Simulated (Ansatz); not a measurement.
An Ansatz (a first-principles code) input:

Ansatz 0.2 input:
```yaml
crystal:
  lattice:
    - [-2.1824099445, 2.1824099445, 1.2507998444]
    - [2.1824099445, -2.1824099445, 1.2507998444]
    - [2.1824099445, 2.1824099445, -1.2507998444]
  atoms:
    - { symbol: C, position: [0.1803031232, 0.1803031232, 0.3606062463] }
    - { symbol: C, position: [0.1803031232, 0.8196968768, 0.0] }
    - { symbol: C, position: [0.8196968768, 0.1803031232, 0.0] }
    - { symbol: C, position: [0.8196968768, 0.8196968768, 0.6393937537] }
kpoints:
  mp_grid: { grid: [11, 11, 11] }
hamiltonian:
  xc: r2scan
  pseudopotentials: { azcp: { folder: ./paw }, kind: paw }
scf:
  occupations: { method: fixed }
output:
  optics: { e_range: [0.0, 15.0], de: 0.05, sigma: 0.1, bands: { spectra_wanted_up_to: 12 eV } }
```

Q: How many symmetry operations and irreducible k-points will the run report?

A: 16 operations, 126 of 1331 k-points.

Q: With a cutoff of 500 eV, how many plane waves at Γ?

A: 581.

It took around 40 core-seconds (rough) on shared server cores.

Space group I4/mmm. The start of the workflow was typed in or built on a structure type; the Crystallography Open Database copy checked does not list it. It is not the phase usual at ambient conditions (space group No. 194, 227). The cell was relaxed with r²SCAN under the symmetry of its start; its stability against distortions is not shown here.

Potentials: the earlier of the program's two PAW sets.

Ansatz is a plane-wave DFT program.
